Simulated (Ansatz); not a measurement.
# Every step of a relaxation of LaHg2

DFT, PBEsol, PAW with Ansatz's default frozen-core files, scalar-relativistic (Ansatz 0.2.0); a Γ-centred 9×9×10 k mesh, Fermi–Dirac smearing of 0.05 eV, no spin polarisation. The run relaxes shape and atoms at held volume.

Command: `ansatz run input.yaml --threads 1 --pin off --max-ram 3072MiB --backend cpu --events-out ev --progress --plain --runs-dir out` It took 43 s on 1 thread of Arm Neoverse V1 (shared host), peak memory 0.44 GiB.

PAW: frozen-core files, cutoff 420 eV; forces are relaxed below 0.01 eV/Å.

Each step lists its free energy a cell above the last geometry, the pressure, the cell vectors (Å), and Cartesian positions (Å) with forces (eV/Å).

The first step:

```
step 1  dF = 173.12 meV  P = 15.38 GPa
  cell 4.6966 0.0000 0.0000  -2.3483 4.0673 0.0000  0.0000 0.0000 3.4481
  La 0.0000 0.0000 0.0000   0.0000 0.0000 0.0000
  Hg 0.0000 2.7116 1.7240   0.0000 0.0000 0.0000
  Hg 2.3483 1.3558 1.7240   0.0000 0.0000 0.0000
```

Spin–orbit coupling is left out, which matters for the heavy atoms. The PAW files were made under PBE.

The symmetry of the start is kept and no stability test is made, so the end need not be the stable phase.

Q: Where does the relaxation end, and by which steps?

A: After 4 geometries, with conventional a, b, c = 4.905, 4.905, 3.162 Å, at 21.955 Å³/atom and 10.73 GPa in space group P6/mmm, with a shortest distance of 2.832 Å. The further steps:
```
step 2  dF = 38.96 meV  P = 12.56 GPa
  cell 4.8139 0.0000 0.0000  -2.4069 4.1689 0.0000  0.0000 0.0000 3.2820
  La 0.0000 0.0000 0.0000   0.0000 0.0000 0.0000
  Hg 0.0000 2.7793 1.6410   0.0000 0.0000 0.0000
  Hg 2.4069 1.3896 1.6410   0.0000 0.0000 0.0000
step 3  dF = 0.06 meV  P = 10.64 GPa
  cell 4.9105 0.0000 0.0000  -2.4552 4.2526 0.0000  0.0000 0.0000 3.1542
  La 0.0000 0.0000 0.0000   0.0000 0.0000 0.0000
  Hg 0.0000 2.8351 1.5771   0.0000 0.0000 0.0000
  Hg 2.4552 1.4175 1.5771   0.0000 0.0000 0.0000
step 4  dF = 0.00 meV  P = 10.73 GPa
  cell 4.9047 0.0000 0.0000  -2.4523 4.2476 0.0000  0.0000 0.0000 3.1616
  La 0.0000 0.0000 0.0000   0.0000 0.0000 0.0000
  Hg 0.0000 2.8317 1.5808   0.0000 0.0000 0.0000
  Hg 2.4523 1.4159 1.5808   0.0000 0.0000 0.0000
step 5  dF = -0.22 meV  P = 10.73 GPa  (same geometry on a basis chosen anew; earlier energies don't compare to the last digit)
  cell 4.9047 0.0000 0.0000  -2.4523 4.2476 0.0000  0.0000 0.0000 3.1616
  La 0.0000 0.0000 0.0000   0.0000 0.0000 0.0000
  Hg 0.0000 2.8317 1.5808   0.0000 0.0000 0.0000
  Hg 2.4523 1.4159 1.5808   0.0000 0.0000 0.0000
```
